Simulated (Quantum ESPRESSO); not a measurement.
Al8P6CSe, one run as intended and one with a planted mistake

Computed values, not a measurement. The program is pw.x of Quantum ESPRESSO 7.5 (plane-wave density functional theory). The cell is made up: 16 atoms on a doubled zincblende/diamond lattice, with randomly drawn elements, strain and displacements, not relaxed. PseudoDojo standard norm-conserving files (v0.5 for PBE, v0.4.1 for LDA and PBEsol) set the functional; there is no spin polarisation, spin-orbit coupling or dispersion term, and the masses in the input are unused placeholders.

Intended input:

```
&control calculation='scf', pseudo_dir='./dojo.nc.sr.pbe.v0_5.standard.upf', outdir='./o', disk_io='low', tprnfor=.true., tstress=.true. /
&system ibrav=0, nat=16, ntyp=4, nbnd=43, ecutwfc=85.99341389, nosym=.true., tot_charge=0,
 occupations='smearing', smearing='fd', degauss=0.0018374661
/
&electrons conv_thr=7.350e-09, electron_maxstep=60, /
ATOMIC_SPECIES
Al 1.0 Al.upf
C 1.0 C.upf
P 1.0 P.upf
Se 1.0 Se.upf
CELL_PARAMETERS angstrom
5.6412 0.0003 -0.0353
0.0003 5.5773 0.0475
-0.0707 0.095 11.0761
ATOMIC_POSITIONS angstrom
Al -0.0029 0.0373 -0.0028
Al 0.0948 2.924 2.7026
Al 2.6692 0.1006 2.7722
Al 2.7428 2.6922 0.1083
Al -0.123 0.0587 5.5674
Al -0.131 2.8388 8.2857
Al 2.771 0.0379 8.295
Al 2.7095 2.8375 5.4764
P 1.4212 1.3903 1.4338
P 1.4322 4.2053 4.2414
P 4.1654 1.4705 4.1434
P 4.26 4.2504 1.4068
P 1.4178 1.4532 6.8917
C 1.3196 4.3794 9.7377
P 4.0362 1.5359 9.6474
Se 4.1478 4.3004 6.8681
K_POINTS automatic
4 4 2 1 1 1
```

The log is shortened where brackets say so; the opening notice, blank lines, dates and the lines on written files are dropped, and the path of the files is cut. It prints rydbergs, bohrs and kilobars, and counts compression as positive stress. Where no state is partly filled, the Fermi energy that it prints is only some level between the filled and the empty states on the mesh, and need not lie in the true gap.

Log of the intended run:

```
     Program PWSCF v.7.5
     Parallel version (MPI & OpenMP), running on       4 processor cores
     Number of MPI processes:                 4
     Threads/MPI process:                     1
     [start-up lines left out]
     bravais-lattice index     =            0
     lattice parameter (alat)  =      10.6605  a.u.
     unit-cell volume          =    2351.4183 (a.u.)^3
     number of atoms/cell      =           16
     number of atomic types    =            4
     number of electrons       =        74.00
     number of Kohn-Sham states=           43
     kinetic-energy cutoff     =      85.9934  Ry
     charge density cutoff     =     343.9737  Ry
     scf convergence threshold =      7.3E-09
     mixing beta               =       0.7000
     number of iterations used =            8  plain     mixing
     Exchange-correlation= PBE
                           (   1   4   3   4   0   0   0)
     [axes and pseudopotential details left out]
   Cartesian axes
     site n.     atom                  positions (alat units)
         1        Al     tau(   1) = (  -0.0005141   0.0066119  -0.0004963  )
         2        Al     tau(   2) = (   0.0168046   0.5183193   0.4790731  )
         3        Al     tau(   3) = (   0.4731525   0.0178327   0.4914106  )
         4        Al     tau(   4) = (   0.4861991   0.4772295   0.0191977  )
         5        Al     tau(   5) = (  -0.0218034   0.0104054   0.9868984  )
         6        Al     tau(   6) = (  -0.0232216   0.5032164   1.4687545  )
         7        Al     tau(   7) = (   0.4911979   0.0067183   1.4704030  )
         8        Al     tau(   8) = (   0.4802962   0.5029860   0.9707674  )
         9        P      tau(   9) = (   0.2519273   0.2464498   0.2541608  )
        10        P      tau(  10) = (   0.2538772   0.7454474   0.7518466  )
        11        P      tau(  11) = (   0.7383745   0.2606664   0.7344747  )
        12        P      tau(  12) = (   0.7551437   0.7534420   0.2493747  )
        13        P      tau(  13) = (   0.2513246   0.2575997   1.2216488  )
        14        C      tau(  14) = (   0.2339173   0.7763090   1.7261415  )
        15        P      tau(  15) = (   0.7154721   0.2722594   1.7101346  )
        16        Se     tau(  16) = (   0.7352547   0.7623051   1.2174653  )
     number of k points=    16  Fermi-Dirac smearing, width (Ry)=  0.0018
                       cart. coord. in units 2pi/alat
        k(    1) = (   0.1257909   0.1253457   0.1270585), wk =   0.1250000
        k(    2) = (   0.1241970   0.1275149  -0.1276316), wk =   0.1250000
     [further k points left out]
     Dense  grid:   253343 G-vectors     FFT dimensions: (  64,  64, 125)
     Estimated max dynamical RAM per process >     491.47 MB
     Estimated total dynamical RAM >       1.74 GB
     Initial potential from superposition of free atoms
     starting charge      73.9795, renormalised to      74.0000
     Starting wfcs are   69 randomized atomic wfcs
     total cpu time spent up to now is        5.9 secs
     per-process dynamical memory:   355.1 Mb
     Self-consistent Calculation
     iteration #  1     ecut=    85.99 Ry     beta= 0.70
     Davidson diagonalization with overlap
     ethr =  1.00E-02,  avg # of iterations =  4.0
     total cpu time spent up to now is       17.0 secs
     total energy              =    -374.19666180 Ry
     estimated scf accuracy    <       1.62832884 Ry
     iteration #  2     ecut=    85.99 Ry     beta= 0.70
     Davidson diagonalization with overlap
     ethr =  2.20E-03,  avg # of iterations =  7.6
     total cpu time spent up to now is       29.3 secs
     total energy              =    -372.88208932 Ry
     estimated scf accuracy    <      14.46169322 Ry
     [iterations 3 to 14 left out]
     iteration # 15     ecut=    85.99 Ry     beta= 0.70
     Davidson diagonalization with overlap
     ethr =  4.18E-11,  avg # of iterations =  5.0
     total cpu time spent up to now is      169.0 secs
     total energy              =    -375.01181883 Ry
     estimated scf accuracy    <          7.6E-09 Ry
     iteration # 16     ecut=    85.99 Ry     beta= 0.70
     Davidson diagonalization with overlap
     ethr =  1.03E-11,  avg # of iterations =  3.0
     total cpu time spent up to now is      177.4 secs
     End of self-consistent calculation
     [lines on levels left out]
     the Fermi energy is     5.7564 ev
!    total energy              =    -375.01181883 Ry
     estimated scf accuracy    <          2.4E-10 Ry
     smearing contrib. (-TS)   =      -0.00000000 Ry
     internal energy E=F+TS    =    -375.01181883 Ry
     The total energy is F=E-TS. E is the sum of the following terms:
     one-electron contribution =    -203.80354316 Ry
     hartree contribution      =     126.72139634 Ry
     xc contribution           =     -93.95587699 Ry
     ewald contribution        =    -203.97379501 Ry
     convergence has been achieved in  16 iterations
     Forces acting on atoms (cartesian axes, Ry/au):
     atom    1 type  1   force =     0.04346969   -0.04531842   -0.07760393
     atom    2 type  1   force =    -0.02023610   -0.01754095    0.02388026
     atom    3 type  1   force =     0.06309931   -0.03918113    0.02014351
     atom    4 type  1   force =    -0.00999021    0.09921583   -0.07930965
     atom    5 type  1   force =     0.07016609    0.04759984   -0.05423628
     atom    6 type  1   force =     0.08960796    0.02286363    0.09441568
     atom    7 type  1   force =    -0.09895086   -0.01779523    0.10644423
     atom    8 type  1   force =     0.01225520   -0.04556553   -0.00193420
     atom    9 type  3   force =    -0.05269123    0.01014678   -0.00815368
     atom   10 type  3   force =    -0.05071114    0.04078289   -0.01841901
     atom   11 type  3   force =     0.01383821    0.00797071   -0.00876655
     atom   12 type  3   force =    -0.03423155   -0.00071335    0.00573770
     atom   13 type  3   force =    -0.03501414   -0.00322843    0.00123310
     atom   14 type  2   force =     0.00036390   -0.01316743   -0.00972958
     atom   15 type  3   force =     0.02899357   -0.01209644   -0.00083412
     atom   16 type  4   force =    -0.01996870   -0.03397277    0.00713252
     Total force =     0.312777     Total SCF correction =     0.000031
     Computing stress (Cartesian axis) and pressure
          total   stress  (Ry/bohr**3)                   (kbar)     P=      -39.45
  -0.00031804  -0.00001389   0.00007766          -46.79       -2.04       11.42
  -0.00001389  -0.00024576  -0.00015997           -2.04      -36.15      -23.53
   0.00007766  -0.00015997  -0.00024073           11.42      -23.53      -35.41
     init_run     :      5.47s CPU      5.72s WALL (       1 calls)
     electrons    :    169.11s CPU    171.52s WALL (       1 calls)
     forces       :      2.10s CPU      2.16s WALL (       1 calls)
     stress       :      6.52s CPU      6.74s WALL (       1 calls)
     [timing details left out]
     PWSCF        :   3m 3.44s CPU   3m 6.47s WALL
     JOB DONE.
```

A second run has one planted mistake: the smearing is too wide. The input lines that differ, file-writing options aside:

```
- &system ibrav=0, nat=16, ntyp=4, nbnd=43, ecutwfc=85.99341389, nosym=.true., tot_charge=0,
+ &system ibrav=0, nat=16, ntyp=4, nbnd=61, ecutwfc=85.99341389, nosym=.true., tot_charge=0,
-  occupations='smearing', smearing='fd', degauss=0.0018374661
+  occupations='smearing', smearing='fd', degauss=0.0220495933
```

Its log:

```
     Program PWSCF v.7.5
     Parallel version (MPI & OpenMP), running on       4 processor cores
     Number of MPI processes:                 4
     Threads/MPI process:                     1
     [start-up lines left out]
     bravais-lattice index     =            0
     lattice parameter (alat)  =      10.6605  a.u.
     unit-cell volume          =    2351.4183 (a.u.)^3
     number of atoms/cell      =           16
     number of atomic types    =            4
     number of electrons       =        74.00
     number of Kohn-Sham states=           61
     kinetic-energy cutoff     =      85.9934  Ry
     charge density cutoff     =     343.9737  Ry
     scf convergence threshold =      7.3E-09
     mixing beta               =       0.7000
     number of iterations used =            8  plain     mixing
     Exchange-correlation= PBE
                           (   1   4   3   4   0   0   0)
     [axes and pseudopotential details left out]
   Cartesian axes
     site n.     atom                  positions (alat units)
         1        Al     tau(   1) = (  -0.0005141   0.0066119  -0.0004963  )
         2        Al     tau(   2) = (   0.0168046   0.5183193   0.4790731  )
         3        Al     tau(   3) = (   0.4731525   0.0178327   0.4914106  )
         4        Al     tau(   4) = (   0.4861991   0.4772295   0.0191977  )
         5        Al     tau(   5) = (  -0.0218034   0.0104054   0.9868984  )
         6        Al     tau(   6) = (  -0.0232216   0.5032164   1.4687545  )
         7        Al     tau(   7) = (   0.4911979   0.0067183   1.4704030  )
         8        Al     tau(   8) = (   0.4802962   0.5029860   0.9707674  )
         9        P      tau(   9) = (   0.2519273   0.2464498   0.2541608  )
        10        P      tau(  10) = (   0.2538772   0.7454474   0.7518466  )
        11        P      tau(  11) = (   0.7383745   0.2606664   0.7344747  )
        12        P      tau(  12) = (   0.7551437   0.7534420   0.2493747  )
        13        P      tau(  13) = (   0.2513246   0.2575997   1.2216488  )
        14        C      tau(  14) = (   0.2339173   0.7763090   1.7261415  )
        15        P      tau(  15) = (   0.7154721   0.2722594   1.7101346  )
        16        Se     tau(  16) = (   0.7352547   0.7623051   1.2174653  )
     number of k points=    16  Fermi-Dirac smearing, width (Ry)=  0.0220
                       cart. coord. in units 2pi/alat
        k(    1) = (   0.1257909   0.1253457   0.1270585), wk =   0.1250000
        k(    2) = (   0.1241970   0.1275149  -0.1276316), wk =   0.1250000
     [further k points left out]
     Dense  grid:   253343 G-vectors     FFT dimensions: (  64,  64, 125)
     Estimated max dynamical RAM per process >     570.17 MB
     Estimated total dynamical RAM >       2.05 GB
     Initial potential from superposition of free atoms
     starting charge      73.9795, renormalised to      74.0000
     Starting wfcs are   69 randomized atomic wfcs
     total cpu time spent up to now is        6.0 secs
     per-process dynamical memory:   399.7 Mb
     Self-consistent Calculation
     iteration #  1     ecut=    85.99 Ry     beta= 0.70
     Davidson diagonalization with overlap
     ethr =  1.00E-02,  avg # of iterations =  5.1
     total cpu time spent up to now is       21.8 secs
     total energy              =    -374.24599829 Ry
     estimated scf accuracy    <       1.60459272 Ry
     iteration #  2     ecut=    85.99 Ry     beta= 0.70
     Davidson diagonalization with overlap
     ethr =  2.17E-03,  avg # of iterations =  5.4
     total cpu time spent up to now is       36.9 secs
     total energy              =    -372.92725885 Ry
     estimated scf accuracy    <      14.40482336 Ry
     [iterations 3 to 11 left out]
     iteration # 12     ecut=    85.99 Ry     beta= 0.70
     Davidson diagonalization with overlap
     ethr =  3.62E-10,  avg # of iterations =  3.8
     total cpu time spent up to now is      159.8 secs
     total energy              =    -375.02364473 Ry
     estimated scf accuracy    <       0.00000012 Ry
     iteration # 13     ecut=    85.99 Ry     beta= 0.70
     Davidson diagonalization with overlap
     ethr =  1.66E-10,  avg # of iterations =  2.0
     total cpu time spent up to now is      169.1 secs
     End of self-consistent calculation
     [lines on levels left out]
     the Fermi energy is     5.7323 ev
!    total energy              =    -375.02364474 Ry
     estimated scf accuracy    <          5.0E-09 Ry
     smearing contrib. (-TS)   =      -0.03932098 Ry
     internal energy E=F+TS    =    -374.98432376 Ry
     The total energy is F=E-TS. E is the sum of the following terms:
     one-electron contribution =    -203.79187355 Ry
     hartree contribution      =     126.72125375 Ry
     xc contribution           =     -93.93990896 Ry
     ewald contribution        =    -203.97379501 Ry
     convergence has been achieved in  13 iterations
     Forces acting on atoms (cartesian axes, Ry/au):
     atom    1 type  1   force =     0.04051764   -0.04300634   -0.06933815
     atom    2 type  1   force =    -0.02031922   -0.01838729    0.02535257
     atom    3 type  1   force =     0.06337480   -0.03856623    0.02203528
     atom    4 type  1   force =    -0.00587637    0.09423093   -0.07093938
     atom    5 type  1   force =     0.06866126    0.04874349   -0.05382041
     atom    6 type  1   force =     0.08500486    0.01751951    0.08406778
     atom    7 type  1   force =    -0.09496395   -0.01496784    0.09667065
     atom    8 type  1   force =     0.01334143   -0.04744073   -0.00174419
     atom    9 type  3   force =    -0.05316194    0.01064710   -0.01129339
     atom   10 type  3   force =    -0.05042756    0.04105295   -0.01889645
     atom   11 type  3   force =     0.01359171    0.00798413   -0.00996458
     atom   12 type  3   force =    -0.03467775   -0.00014116    0.00296516
     atom   13 type  3   force =    -0.03437729   -0.00270032    0.00404517
     atom   14 type  2   force =     0.00035602   -0.01075018   -0.00991294
     atom   15 type  3   force =     0.02873555   -0.01094242    0.00065850
     atom   16 type  4   force =    -0.01977921   -0.03327559    0.01011437
     Total force =     0.297342     Total SCF correction =     0.000151
     Computing stress (Cartesian axis) and pressure
          total   stress  (Ry/bohr**3)                   (kbar)     P=      -39.15
  -0.00031686  -0.00001310   0.00007311          -46.61       -1.93       10.76
  -0.00001310  -0.00024884  -0.00016033           -1.93      -36.61      -23.59
   0.00007311  -0.00016033  -0.00023277           10.76      -23.59      -34.24
     init_run     :      5.15s CPU      5.38s WALL (       1 calls)
     electrons    :    161.31s CPU    163.25s WALL (       1 calls)
     forces       :      2.41s CPU      2.49s WALL (       1 calls)
     stress       :      7.32s CPU      7.55s WALL (       1 calls)
     [timing details left out]
     PWSCF        :   2m56.80s CPU   2m59.38s WALL
     JOB DONE.
```

|  | intended run | run with the mistake |
| --- | --- | --- |
| free energy (eV) | -5102.296 | -5102.457 |
| smearing term -TS (eV) | 0.0000 | -0.5350 |
| pressure (GPa) | -3.95 | -3.92 |
| largest force component (eV/Å) | 2.737 | 2.486 |
| largest change of a force component (eV/Å) |  | 0.266 |
| iterations | 16 | 13 |

For scale, a rerun of the intended cell at 1467 eV and a 6 x 6 x 4 mesh moved values by no more than 0.012 eV in energy, 0.02 GPa in stress and 0.004 eV/Å in force. The number of bands, nbnd, was set by rule from the electron count and the smearing, so it follows the mistake.